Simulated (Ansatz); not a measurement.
SnI4 in space group P-43m (No. 215; Sn on 1a, I on 4e), the program Ansatz at the LDA level (PAW). The conduction-band minimum lies at Γ, with 1 equivalent valley. Second derivatives d²E/dk² of the lowest band at one valley (eV·Å²), along Cartesian directions:…

```csv
direction,d²E/dk²
[100],141.5
[010],141.5
[001],141.5
[110],141.5
[101],141.5
[011],141.5
```

Q: Find the principal effective masses, the density-of-states mass and the conductivity mass.

A: Off-diagonal terms follow from H_xy = H[110] − (H_xx + H_yy)/2, and m*/mₑ = 7.620 eV·Å² over each eigenvalue: 0.054, 0.054, 0.054. One valley's DOS mass (m₁m₂m₃)^(1/3) = 0.054, conductivity mass 3/(Σ 1/mᵢ) = 0.054 mₑ.

Q: What effective density of states Nc follows at 300 K for parabolic valleys?

A: Nc = 2.509e19 × 1 × (0.054)^(3/2) ≈ 3.1e17 cm⁻³.

The first step of the workflow began from a Materials Project structure, measured or hypothetical; the Crystallography Open Database files this formula in space group No. 215, but the cells were not matched. Its standing as an ambient phase is unchecked. Symmetry was held in the LDA relaxation; its stability against distortions is not shown here. A crystal of weakly bound molecules computed without a dispersion correction: the cell and the soft elastic constants depend strongly on that. Scalar-relativistic: spin–orbit coupling is off unless named, which matters more the heavier the elements.

Potentials: the later of the program's two PAW sets.

Edges and masses are those of Kohn–Sham bands, whose gap is no quasiparticle gap.
